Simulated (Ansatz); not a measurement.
Ti5Ge3:
```yaml
crystal:
  lattice:
    - [7.54819, 0.00000, 0.00000]
    - [-3.77410, 6.53693, 0.00000]
    - [0.00000, 0.00000, 5.19571]
  atoms:
    - { symbol: Ti, position: [0.00000, 0.74875, 0.75000] }
    - { symbol: Ti, position: [0.00000, 0.25125, 0.25000] }
    - { symbol: Ti, position: [0.25125, 0.00000, 0.25000] }
    - { symbol: Ti, position: [0.74875, 0.00000, 0.75000] }
    - { symbol: Ti, position: [0.25125, 0.25125, 0.75000] }
    - { symbol: Ti, position: [0.74875, 0.74875, 0.25000] }
    - { symbol: Ti, position: [0.33333, 0.66667, 0.50000] }
    - { symbol: Ti, position: [0.66667, 0.33333, 0.50000] }
    - { symbol: Ti, position: [0.66667, 0.33333, 0.00000] }
    - { symbol: Ti, position: [0.33333, 0.66667, 0.00000] }
    - { symbol: Ge, position: [0.61083, 0.61083, 0.75000] }
    - { symbol: Ge, position: [0.38917, 0.38917, 0.25000] }
    - { symbol: Ge, position: [0.00000, 0.61083, 0.25000] }
    - { symbol: Ge, position: [0.00000, 0.38917, 0.75000] }
    - { symbol: Ge, position: [0.38917, 0.00000, 0.75000] }
    - { symbol: Ge, position: [0.61083, 0.00000, 0.25000] }
```

This is the r²SCAN-relaxed structure.

Question: All from r²SCAN (plane waves, PAW; program Ansatz), unless another level is named. Give the electronic character.

Answer: metallic (no gap).

Question: Predict the formation energy from the elements (no fitted shifts).

Answer: -0.75 eV/atom.

Question: And the density of states at the Fermi level?

Answer: 0.53 states/eV per atom (mean over ±0.08 eV).

Space group P6_3/mcm. The workflow started from a Materials Project entry (that database holds measured and hypothetical structures alike); the Crystallography Open Database files this formula in space group No. 193, but the cells were not matched. Whether it is the stable phase at ambient conditions was not checked. The cell was relaxed with r²SCAN under the symmetry of its start; whether a distortion lowers the energy is not shown. The run is not spin-polarised. The references are the lowest solids computed at this level, not always the standard phases. Spin–orbit coupling is left out wherever it is not named.

Potentials: the earlier of the program's two PAW sets.
